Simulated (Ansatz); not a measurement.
SrMg2Bi2 in space group P-3m1 (No. 164; Sr on 1a, Mg on 2d, Bi on 2d), r²SCAN (plane waves, PAW; program Ansatz), all energies at zero smearing, with the estimated change up to a 700 eV cutoff added, with one set of potentials and settings (totals compare only within such a set). Cell of 5 atoms (1 Sr, 2 Mg, 2 Bi): -32233.847 eV.

| element | reference phase | E (eV/atom) |
|---|---|---|
| Sr | P6_3/mmc, 2 atoms in the cell | -3555.1144 |
| Mg | P6_3/mmc, 2 atoms in the cell | -1926.4086 |
| Bi | R-3m, 2 atoms in the cell | -12411.0586 |

Formation energy per atom, worked out: (-32233.847 − 1×(-3555.1144) − 2×(-1926.4086) − 2×(-12411.0586))/5 = -0.760 eV/atom (-73 kJ per mol of atoms), at 0 K, without zero-point energy or fitted corrections.

The first step of the workflow began from a Materials Project structure, measured or hypothetical; the Crystallography Open Database copy checked does not list it. Its standing as an ambient phase is unchecked. Symmetry was held in the r²SCAN relaxation; whether a distortion lowers the energy is not shown. The references are the lowest solids computed at this level, not always the standard phases. Spin–orbit coupling is left out wherever it is not named.

Potentials: the later of the program's two PAW sets.
